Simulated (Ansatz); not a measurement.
Li₆PS₅Cl:
```xyz
13
Lattice="0.0000 5.1061 5.1061 5.1061 0.0000 5.1061 5.1061 5.1061 0.0000" Properties=species:S:1:pos:R:3 pbc="T T T"
Cl     0.0000     0.0000     0.0000
P      5.1061     5.1061     5.1061
S      7.6592     7.6592     7.6592
S      3.9247     3.9247     3.9247
S      6.2875     3.9247     6.2875
S      3.9247     6.2875     6.2875
S      6.2875     6.2875     3.9247
Li     9.9747     7.6592     7.6592
Li     7.6592     7.6592     5.3436
Li     7.6592     7.6592     9.9747
Li     5.3436     7.6592     7.6592
Li     7.6592     5.3436     7.6592
Li     7.6592     9.9747     7.6592
```

Relaxed with r²SCAN.

Q: Give the Bader charges and basin volumes of the independent atoms, DFT-r²SCAN in the program Ansatz with PAW potentials.

A: 

```tsv
atom	Bader charge (e)	Bader volume (Å³)
Cl1	-0.91	47.7
P2	+1.65	9.9
S3	-1.74	43.9
S4	-1.09	35.1
Li8	+0.89	4.0
```

Space group F-43m. The start of the workflow was typed in or built on a structure type; the Crystallography Open Database copy checked does not list it. Whether it is the stable phase at ambient conditions was not checked. Symmetry was held in the r²SCAN relaxation; whether a distortion lowers the energy is not shown.

Potentials: the later of the program's two PAW sets.
